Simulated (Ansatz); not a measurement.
BP:
```xyz
4
Lattice="3.1829 0.0000 0.0000 -1.5915 2.7565 0.0000 0.0000 0.0000 5.2753" Properties=species:S:1:pos:R:3 pbc="T T T"
B      1.5915     0.9188     2.6393
B      0.0000     1.8377     0.0016
P      1.5915     0.9188     4.6143
P      0.0000     1.8377     1.9767
```

Relaxed with HSE06. Special points in fractions of this cell's reciprocal vectors: Γ (0.000, 0.000, 0.000); M (0.500, 0.000, 0.000); K (0.333, 0.333, 0.000); A (0.000, 0.000, 0.500); L (0.500, 0.000, 0.500); H (0.333, 0.333, 0.500).

Problem. List the band energies nearest the valence-band maximum at these points for the program Ansatz at the HSE06 level (PAW).

Solution. In eV from the valence-band maximum; about four levels below and three above (degenerate sets whole), none deeper than 8.9 eV; points with the same levels are listed once.

| k | below | above |
|---|---|---|
| Γ | -2.35 -2.35 -0.45 0.00 0.00 | 3.62 3.62 4.14 4.15 |
| M | -7.10 -4.82 -4.60 -2.30 | 1.88 4.65 5.46 |
| K | -8.25 -8.25 -5.53 -5.53 -5.30 | 1.68 8.69 8.69 |
| A | -1.42 -1.42 -1.42 -1.42 | 4.65 4.65 5.13 5.13 5.13 5.13 |
| L | -3.82 -3.82 -3.67 -3.67 | 2.97 2.97 3.52 3.52 |
| H | -7.13 -7.13 -3.14 -3.14 | 4.04 4.04 5.83 5.83 |

Space group P6_3mc (wurtzite). The first step of the workflow began from a Materials Project structure, measured or hypothetical; the Crystallography Open Database copy checked does not list it. It is not the phase usual at ambient conditions (space group No. 216). The cell was relaxed with HSE06 under the symmetry of its start; its stability against distortions is not shown here. The hybrid was solved on a coarse mesh, the path and, where they were found, the r²SCAN edge points; its band edges are the extreme levels among these.

Potentials: the earlier of the program's two PAW sets.
